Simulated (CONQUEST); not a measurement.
Input and output of a self-consistent single point for a model cell of SiAu (Cmcm, 8 atoms in the cell; prototype structure) (CONQUEST).

Level of theory: PBE, numerical atomic orbitals double-zeta with polarisation (the shipped basis), PseudoDojo norm-conserving potentials made for PBE in CONQUEST.

```
CELL_PARAMETERS angstrom
      4.09703     0.00000     0.00000
      0.00000    10.82654     0.00000
      0.00000     0.00000     4.03705
ATOMIC_POSITIONS crystal
  Si 0.00000 0.43600 0.75000
  Si 0.50000 0.06400 0.25000
  Si 0.50000 0.93600 0.75000
  Si 0.00000 0.56400 0.25000
  Au 0.00000 0.14525 0.75000
  Au 0.50000 0.35475 0.25000
  Au 0.50000 0.64525 0.75000
  Au 0.00000 0.85475 0.25000
```

Reference input (self-consistent single point, DFT, PBE, numerical atomic orbitals double-zeta with polarisation (the shipped basis), PseudoDojo norm-conserving potentials made for PBE): basis = DZP; Diag.MPMeshX, Y, Z = 6 2 6; potentials = PseudoDojo norm-conserving PBE; Grid.GridCutoff = 140 Ha; DM.SolutionMethod = diagon; Diag.kT = 0.003675 Ha; Diag.GammaCentred = true; minE.SCTolerance = 1.0e-06; SC.MaxIters = 100; SC.LinearMixingFactor = 0.5; SC.KerkerPreCondition = true; SC.KerkerFactor = 0.3 1/bohr. This run's input differs from it in these lines:

```diff
@@ -24,2 +24,4 @@
 Diag.GammaCentred              T
+Diag.SmearingType              1
+Diag.MPOrder                   0
 Diag.kT                        0.003675
```

Output, abridged:

```
    new_SC_potl: Starting.  Tolerance:  0.10000E-05

    PulayMixSC: Starting Pulay mixing, A_up =  0.500 A_dn =  0.500
    PulayMixSC: Spin non-polarised calculation.
    PulayMixSC: with Kerker preconditioning, q0 =  0.300
          Harris-Foulkes Energy            :    -16587.287573803885607 eV
          GroundState Energy (kT --> 0)    :    -16587.307615944610006 eV
          Free Energy (E-TS)               :    -16587.327658085334406 eV
          DFT Total Energy                 :    -16581.352673377656174 eV
          Total number of electrons        :        92.000000000000441
   [... lines left out ...]
          Total number of electrons        :        92.000122484352062
    PulayMixSC: Pulay iteration    10 residual:              0.24102E-05
          Harris-Foulkes Energy            :    -16585.497698750503332 eV
          GroundState Energy (kT --> 0)    :    -16585.511133459298435 eV
          Free Energy (E-TS)               :    -16585.524568168097176 eV
          DFT Total Energy                 :    -16585.497698155249964 eV
          Total number of electrons        :        92.000122074389409
    PulayMixSC: Pulay iteration    11 residual:              0.62601E-06
    PulayMixSC: Reached SCF tolerance of  0.62601E-06 after     11 iterations
      | Number of electrons      =        92.000122
      |* band energy as 2Tr[K.H] =     -2858.752672781808542 eV
      |  screened ion-ion energy =    -13039.333874240501245 eV
      |  Ha correction           =       110.075993350318598 eV
      |  XC correction           =      -797.486967648788436 eV
      | GS Energy with kT -> 0   =    -16585.511133459298435 eV
      | Free Energy as E-TS      =    -16585.524568168097176 eV
      |* Harris-Foulkes energy   =    -16585.497698750503332 eV
      |* DFT total energy        =    -16585.497698155249964 eV
      |  estimated accuracy      =        -0.000000595253602 eV

    force: Forces on atoms (eV/A )
    force:  Atom   X              Y              Z
   [... lines left out ...]
    force:     8   0.0000000000  -0.1650997840  -0.0000000000

    force: Maximum force :        0.73432775(eV/A ) on atom         1 in y direction
    force: Force Residual:        0.53221010 eV/A
    force: Total stress:          9.37360527    10.80521312     9.73403192 GPa
    force: Average pressure:     -9.97095010 GPa

    force: Finished force
    get_E_and_F: Change in energy during last step of electronic optimisation:  0.11544E-05
```

The run converged in 11 iterations. CONQUEST prints the stress tensor with tension positive. Against the reference run the free energy rises by 3.3 meV/atom, the pressure stays at -9.97 GPa and the largest force goes from 0.706 to 0.734 eV/Å.

Lattice and positions were typed or generated, without prior relaxation. The program uses no crystal symmetry, so grid and mesh can part values that symmetry would make equal. The atom-centred basis is finite, which shifts total energies, pressures and forces against plane waves. This run is one point of a test of settings, so its values need not be converged; read them against the reference run alone. No clean gap shows at this smearing width and mesh (spacing up to 0.29 Å⁻¹); the mesh is coarse for partly filled bands, so the values carry mesh errors.

Cost on one core: about 3 core-minutes (a rough figure).
